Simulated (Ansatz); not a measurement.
## Structure relaxation, GaNi

The start is a generated cell, GaNi placed in the AFLOW prototype AB_tP4_131_c_e (B17, as in PtS). The cell and all atomic positions are relaxed at zero pressure with PBE (plane waves to 420 eV, PAW, scalar-relativistic; Ansatz, a program for electronic structure). The first steps use a coarse 10×10×8 k-mesh.

The start:
```
CELL_PARAMETERS angstrom
      3.35227     0.00000     0.00000
      0.00000     3.35227     0.00000
      0.00000     0.00000     4.17358
ATOMIC_POSITIONS crystal
  Ga 0.00000 0.50000 0.00000
  Ga 0.50000 0.00000 0.50000
  Ni 0.00000 0.00000 0.25000
  Ni 0.00000 0.00000 0.75000
```
Spin-polarised start, with parallel moments on Ni.

### Question
How large is the pressure on the unrelaxed cell, and of which sign?

### Answer
+126 GPa (positive: the cell is compressed).

### Question
By how much does the energy per atom fall from start to end?

### Answer
1.90 eV/atom.

### Question
How does the volume per atom move from start to end?

### Answer
+65.9 %, from 11.73 to 19.45 Å³/atom.

### Question
How do the shortest distances between atoms change?

### Answer
The closest pairs of elements (up to four, under 3.6 Å), start → end: Ga–Ni 1.97 → 2.34 Å; Ni–Ni 2.09 → 2.49 Å; Ga–Ga 3.16 → 3.74 Å.

### Question
What band gap does the relaxed structure have at this level?

### Answer
No gap (metallic).

### Question
What magnetic moments remain?

### Answer
Zero (the starting moments vanished).

### Question
What does it relax into? Give the structure.

### Answer

Space group P4₂/mmc (No. 131); a = b = 3.954 Å, c = 4.976 Å, α = β = γ = 90.00°

```tsv
atom	site	symmetry	x	y	z
Ga	2c	mmm.	0.0000	0.5000	0.0000
Ni	2e	-4m2	0.0000	0.0000	0.2500
```

The space group stays P4₂/mmc (No. 131) (the run could not lower it); the end is AFLOW prototype AB_tP4_131_c_e (B17, as in PtS), with 4 atoms in the primitive cell. Final values are on a 12×12×10 k-mesh of the relaxed cell. No spin polarisation in the result: the starting moments vanished. A magnetic state may lie lower.

The run could not lose the symmetry of its start: the end is stationary, and may be a saddle point rather than a minimum.

All atoms sit on sites fixed by symmetry, so only the cell could relax.

The relaxed structure here is a generated cell of GaNi: the first start was made by placing the elements on the sites of a structure type, and the end was not matched to a known phase here, so it may be hypothetical.
